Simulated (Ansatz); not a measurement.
## Thermal properties of CaMg from its phonons at 1.02 times its equilibrium volume

Method: DFT PBEsol, scalar-relativistic, plane waves, PAW (Ansatz 0.2.0). Cutoff 420 eV, 10×10×10 k-points (Γ-centred), Fermi-Dirac smearing of 0.15 eV. No spin polarisation. Phonons by linear response, acoustic sum rule imposed.

The cell, relaxed in shape and atoms at 1.02 times its equilibrium volume:
```
CELL_PARAMETERS angstrom
3.95373 0.00000 0.00000
0.00000 3.95373 0.00000
0.00000 0.00000 3.95373
ATOMIC_POSITIONS crystal
Ca 0.00000 0.00000 0.00000
Mg 0.50000 0.50000 0.50000
```

In a metal, frequencies and elastic constants depend on the k mesh and the smearing, soft modes and shear constants most. Some empty bands missed the eigensolver's threshold. The q mesh is coarse, so values between its points are rough.

Force constants from linear response on a 2×2×2 q mesh, interpolated to a fine mesh.

Phonon density of states, in bins of 5 cm⁻¹:
(bin centre (cm⁻¹), share of modes (%)): (2.5, 0.0), (7.5, 0.0), (12.5, 0.0), (17.5, 0.1), (22.5, 0.1), (27.5, 0.2), (32.5, 0.2), (37.5, 0.4), (42.5, 0.5), (47.5, 0.8), (52.5, 1.3), (57.5, 1.8), (62.5, 2.0), (67.5, 2.3), (72.5, 2.5), (77.5, 2.8), (82.5, 2.4), (87.5, 2.3), (92.5, 2.3), (97.5, 2.6), (102.5, 3.7), (107.5, 3.4), (112.5, 2.2), (117.5, 4.2), (122.5, 4.8), (127.5, 4.1), (132.5, 2.0), (137.5, 0.8), (142.5, 0.4), (147.5, 2.0), (152.5, 3.5), (157.5, 3.9), (162.5, 4.1), (167.5, 5.2), (172.5, 8.0), (177.5, 6.1), (182.5, 8.5), (187.5, 5.0), (192.5, 2.6), (197.5, 0.9)

Problem. Give the zero-point energy per atom.

Solution. 25.0 meV.

Problem. How large are the vibrational entropy and heat capacity at 300 K?

Solution. S = 4.58 k_B and C_V = 2.89 k_B per atom, 96 % of the Dulong–Petit value.

Problem. Tabulate them against temperature.

Solution.
```tsv
T (K)	F_vib (meV/atom)	S (k_B/atom)	C_V (k_B/atom)
100	19.6	1.68	2.19
200	-3.1	3.43	2.76
300	-37.9	4.58	2.89
400	-81.1	5.42	2.94
500	-130.7	6.07	2.96
600	-185.4	6.61	2.97
700	-244.4	7.07	2.98
800	-307.1	7.47	2.98
900	-373.1	7.82	2.99
1000	-441.9	8.14	2.99
```

Whether CaMg exists in this form wasn't checked.

Cost: 1 run of about 1.9 core-minutes, on Intel Xeon Platinum 8275CL (Skylake/Cascade Lake) (shared hosts).